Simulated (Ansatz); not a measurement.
TiFe:
```
CELL_PARAMETERS angstrom
      2.88544     0.00000     0.00000
      0.00000     2.88544     0.00000
      0.00000     0.00000     2.88544
ATOMIC_POSITIONS crystal
  Ti 0.00000 0.00000 0.00000
  Fe 0.50000 0.50000 0.50000
```

Relaxed with LDA. Special points in fractions of this cell's reciprocal vectors: Γ (0.000, 0.000, 0.000); X (0.000, 0.500, 0.000); M (0.500, 0.500, 0.000); R (0.500, 0.500, 0.500).

Task: List the band energies nearest the Fermi level at these points for the program Ansatz at the LDA level (PAW).

Result: In eV from the Fermi level; about four levels below and three above (degenerate sets whole), none deeper than 8.9 eV; … stands for higher levels left out; points with the same levels are listed once.

| k | below | above |
|---|---|---|
| Γ | -4.19 -4.19 -1.11 -1.11 -1.11 | 1.33 1.33 … |
| X | -1.14 -1.14 -0.84 -0.48 | 0.90 0.90 0.97 |
| M | -3.96 -2.39 -2.39 0.00 | 0.48 1.25 1.25 |
| R | -2.25 -2.25 -2.25 -2.11 -2.11 -2.11 | 0.04 0.04 3.78 3.78 |

Space group Pm-3m (CsCl type). The workflow started from a Materials Project entry (that database holds measured and hypothetical structures alike); the Crystallography Open Database files this formula in space group No. 221, but the cells were not matched. Its standing as an ambient phase is unchecked. The cell was relaxed with LDA under the symmetry of its start; of distortions, only those at the zone centre were tested. No spin polarisation was allowed.

Potentials: the later of the program's two PAW sets.
